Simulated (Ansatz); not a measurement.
## A trial form of YAl2N3

The calculation used Ansatz 0.2.0, DFT PBE, scalar-relativistic, plane waves, PAW. Cutoff 420 eV, Gaussian smearing, Γ-centred meshes. Cell and atoms relax first on a coarse mesh and then on a finer one. In between, the cell is made exact in the group found at 0.06 Å. In metals the finer mesh still leaves noise of several meV/atom or more. The steps can't lower the symmetry of their start. No spin polarisation in the relaxation; trial moments died out in a coarse test.

A trial structure of YAl2N3 was built thus: random cell by space group and Wyckoff sites (P-3m1, No. 164). The dimensions are guesses.

```
CELL_PARAMETERS angstrom
3.55975 0.00000 0.00000
-1.77988 3.08283 0.00000
0.00000 0.00000 8.92954
ATOMIC_POSITIONS crystal
Y 0.00000 0.00000 0.00000
Al 0.33333 0.66667 0.53125
Al 0.66667 0.33333 0.46875
N 0.50000 0.00000 0.00000
N 0.00000 0.50000 0.00000
N 0.50000 0.50000 0.00000
```

The zero of energy is the elements' standard structures at the same level (N₂ as a molecule); no fitted shifts are applied.

Q: What does it relax into?

A: The symmetry goes from P-3m1 (No. 164) to P6/mmm (No. 191). The volume per atom shrinks by 33.0 %, from 16.3 to 10.9 Å³. The shortest distance goes from 1.78 Å (Y–N and N–N) to 2.06 Å (Al–N). The energy falls by about 4.7 eV/atom (the start's value is from the coarse mesh). Conventional cell: a = 5.186 Å, c = 2.821 Å. Around Y lie 6 N at 2.59 Å, 2 Y at 2.82 Å and 12 Al at 3.31 Å; around Al lie 6 N at 2.06 Å, 2 Al at 2.82 Å, 3 Al at 2.99 Å and 6 Y at 3.31 Å; N has 4 Al at 2.06 Å, 4 N at 2.59 Å and 2 Y at 2.59 Å.

```cif
data_structure
_symmetry_space_group_name_H-M 'P6/mmm'
_symmetry_Int_Tables_number 191
_cell_length_a 5.1858
_cell_length_b 5.1858
_cell_length_c 2.8206
_cell_angle_alpha 90.000
_cell_angle_beta 90.000
_cell_angle_gamma 120.000
_cell_volume 65.69
loop_
_atom_site_label
_atom_site_type_symbol
_atom_site_symmetry_multiplicity
_atom_site_Wyckoff_symbol
_atom_site_fract_x
_atom_site_fract_y
_atom_site_fract_z
_atom_site_occupancy
Y1 Y 1 a 0.00000 0.00000 0.00000 1
Al1 Al 2 d 0.33333 0.66667 0.50000 1
N1 N 3 f 0.50000 0.00000 0.00000 1
```

Q: How does it come out in energy, and is it a metal?

A: The formation energy is −0.43 eV/atom. The gap on the 12×12×14 mesh of the 6-atom cell is 0 eV (a metal).

The last run used Gaussian smearing of 0.10 eV. A structure relaxed within its symmetry needn't be a true minimum. In all, the 4 runs took 100 s on 1 thread of AMD EPYC 7R43 64-Core Processor (Zen 3), with other jobs on the host. Another cell of YAl2N3 relaxed alike, in Cmc2_1 (a Materials Project cell), lies 0.95 eV/atom lower, so this cell isn't the stable form at this level.
